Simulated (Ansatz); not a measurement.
YB6:
```cif
data_B6Y
_chemical_formula_sum 'Y1 B6'
_space_group_name_H-M_alt 'Pm-3m'
_space_group_IT_number 221
_space_group_name_Hall '-P 4 2 3'
_cell_length_a 4.08917
_cell_length_b 4.08917
_cell_length_c 4.08917
_cell_angle_alpha 90.000
_cell_angle_beta 90.000
_cell_angle_gamma 90.000
loop_
_atom_site_label
_atom_site_type_symbol
_atom_site_symmetry_multiplicity
_atom_site_Wyckoff_symbol
_atom_site_fract_x
_atom_site_fract_y
_atom_site_fract_z
_atom_site_occupancy
Y1 Y 1 a 0.00000 0.00000 0.00000 1
B1 B 6 f 0.19894 0.50000 0.50000 1
```

Relaxed with r²SCAN.

Task: Tabulate the valence density and the electron localisation function along the shortest Y–B contact (3.00 Å), r²SCAN in the plane-wave PAW code Ansatz.

Result: 

| distance from Y (Å) | density (e/Å³) | ELF |
|---|---|---|
| 0.30 | 3.64 | 0.66 |
| 0.45 | 3.46 | 0.81 |
| 0.60 | 2.63 | 0.86 |
| 0.75 | 1.62 | 0.83 |
| 0.90 | 0.84 | 0.70 |
| 1.05 | 0.40 | 0.38 |
| 1.20 | 0.20 | 0.11 |
| 1.35 | 0.14 | 0.05 |
| 1.50 | 0.13 | 0.09 |
| 1.65 | 0.15 | 0.21 |
| 1.80 | 0.19 | 0.37 |
| 1.95 | 0.26 | 0.48 |
| 2.10 | 0.35 | 0.54 |
| 2.25 | 0.47 | 0.53 |
| 2.40 | 0.59 | 0.41 |
| 2.55 | 0.65 | 0.21 |
| 2.70 | 0.55 | 0.04 |

The density is the valence pseudo-density with augmentation charge, so density and ELF within about 1 Å of a nucleus are not all-electron values.

The first step of the workflow began from a Materials Project structure, measured or hypothetical; the Crystallography Open Database files this formula in space group No. 221, but the cells were not matched. Whether it is the stable phase at ambient conditions was not checked. The r²SCAN relaxation kept the symmetry of its start; of distortions, only those at the zone centre were tested. No spin polarisation was allowed.

Potentials: the later of the program's two PAW sets.
